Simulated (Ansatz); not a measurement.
Zn₄Te₃S:
```yaml
crystal:
  lattice:
    - [4.21112, 0.00000, 0.00000]
    - [0.00000, 4.21112, 0.00000]
    - [0.00000, 0.00000, 11.79336]
  atoms:
    - { symbol: Zn, position: [0.50000, 0.00000, 0.60169] }
    - { symbol: S, position: [0.50000, 0.50000, 0.50000] }
    - { symbol: Zn, position: [0.00000, 0.50000, 0.39831] }
    - { symbol: Te, position: [0.00000, 0.00000, 0.26575] }
    - { symbol: Zn, position: [0.50000, 0.00000, 0.13322] }
    - { symbol: Te, position: [0.50000, 0.50000, 0.00000] }
    - { symbol: Zn, position: [0.00000, 0.50000, 0.86678] }
    - { symbol: Te, position: [0.00000, 0.00000, 0.73425] }
```

Relaxed with r²SCAN.

**Question.** Map the valence electron density (e/Å³), cut off at 0.9 on the plane through (0.500, 0.500, 0.500) spanned by u = [1, 0, 0] and v = [0, 0, 1] in lattice vectors, from the program Ansatz at the r²SCAN level (PAW).

**Answer.** x is the fraction of u, y of v (the angle between them is 90°; rows are the nearest grid lines); atoms in the plane: S at (0.00, 0.00), Zn at (0.50, 0.90), Te at (0.00, 0.50), Zn at (0.50, 0.37).
```
|0399963211111123699930|
|9999754479999744579999|
|7765444899999984445677|
|1111123899999983211111|
|0000001134554311000000|
|0000000000110000000000|
|0000000000000000000000|
|0000000000000000000000|
|0000000000000000000000|
|4332110000000000112334|
|9865321000000001235689|
|9999953110000113599999|
|9999964221111224699999|
|9876544469999644456789|
|4333334799999974333334|
|0001124999999994211000|
|0000001245775421000000|
|0000000001111000000000|
|0000000000000000000000|
|0000000000000000000000|
|1100000000000000000011|
|7754210000000000124577|
|9998531000000001358999|
|0399963211111123699930|
```
Scale: ten equal steps from 0.010 (start of '0') to 0.900 (end of '9'), in the order '0123456789'; x runs from 0.000 to 1.00, y from 0.000 (bottom) to 1.00 (top).

The density is the valence pseudo-density with augmentation charge, so density and ELF within about 1 Å of a nucleus are not all-electron values.

Space group P-4m2. The start of the workflow was typed in or built on a structure type; neither database checked (COD, Materials Project) lists it. Whether it is the stable phase at ambient conditions was not checked. The r²SCAN relaxation kept the symmetry of its start; whether a distortion lowers the energy is not shown. Spin–orbit coupling is left out wherever it is not named.

Potentials: the earlier of the program's two PAW sets.
